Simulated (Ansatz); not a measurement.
Data:

Starting cell, SrVO3 (cubic perovskite):

```xyz
5
Lattice="3.8576 0.0000 0.0000 0.0000 3.8576 0.0000 0.0000 0.0000 3.8576" Properties=species:S:1:pos:R:3 pbc="T T T"
Sr     0.0000     0.0000     0.0000
V      1.9288     1.9288     1.9288
O      0.0000     1.9288     1.9288
O      1.9288     1.9288     0.0000
O      1.9288     0.0000     1.9288
```

In this cell atom 1 (Sr, nearest neighbour O at 2.728 Å; its periodic images, 3.9 Å or more away, move with it) is moved by s along Cartesian [110], unit vector (0.707, 0.707, 0.000); all other atoms and the cell stay fixed.

These are PBE (plane waves to 420 eV, PAW, scalar-relativistic; Ansatz, a quantum-chemistry and plane-wave program) values and carry that method's errors. k mesh 10×10×10 (Γ-centred), Fermi-Dirac smearing 0.05 eV. The energy includes the smearing's −TS. Left out: 2 of 11 points, with atoms too close for the PAW data. With partly filled bands, energies and forces of such displacements shift with the k mesh and the smearing. SrVO3 is run without spin polarisation and with no Hubbard U. SrVO3 was relaxed with its symmetry unable to fall. ΔE is measured from the undisplaced structure.

The scan covers s from -0.656 to 0.656 Å in 9 points.

Task: Is the energy the same for equal positive and negative displacements?

Result: Even: the same for both signs. With its periodic images moving along, the atom's site symmetry in this cell is m-3m.

Task: What is the energy change at s = 0.656 Å?

Result: 1447 meV/cell.

Task: What force acts on the atom along the line at s = -0.656 Å?

Result: 6.34 eV/Å.

Task: What is the force constant k = d²E/ds² of this move at s = 0?

Result: 4.05 eV/Å².

(A displaced cell: forces are minus the slopes of the energy, force constants its curvatures, and phonons follow from these.)
